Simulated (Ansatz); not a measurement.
Ti₂SnC (P6_3/mmc): electronic heat capacity and spin susceptibility from the density of states

Method: DFT PBEsol, scalar-relativistic, plane waves, PAW in Ansatz 0.2.0.

Cutoff 420 eV; k points 12×12×4 on the computed 8-atom cell (Γ-centred); Gaussian smearing, width 0.10 eV; no spin polarisation.

Relaxed cell: P6_3/mmc, a = 3.140 Å, b = 3.140 Å, c = 13.629 Å, α = 90.00°, β = 90.00°, γ = 120.00°, 8 atoms in the primitive cell. Whether it is the stable form of this composition wasn't checked.

The density of states at the Fermi level is 3.453 states/eV in the cell of 8 atoms (2 formula units; both spins, tetrahedra on a 18×18×6 mesh). Averaged over bins of 0.1 eV the density runs from 3.0 to 4.3 states/eV within 0.2 eV of the Fermi level, so the figure hangs on the exact place of that level.

**Question.** What Sommerfeld coefficient and Pauli susceptibility does this give?

**Answer.** Per formula unit N(E_F) = 1.726 states/eV. γ = (π²/3) k_B² N(E_F) N_A = 2.357 mJ/(mol K²) per state/eV, so γ = 4.1 mJ/(mol K²), a mole of formula units. χ_P = μ_B² N(E_F) N_A = 3.23×10⁻⁵ emu/mol per state/eV gives 5.6×10⁻⁵ emu/mol. This is the bare band result: a measured γ of the same phase is as a rule larger by a factor 1 + λ from phonons and spin fluctuations, the spin part of χ is larger by the Stoner factor, and a measured χ also holds orbital and core terms. N(E_F) at one energy is sensitive to the mesh where the density of states has sharp peaks.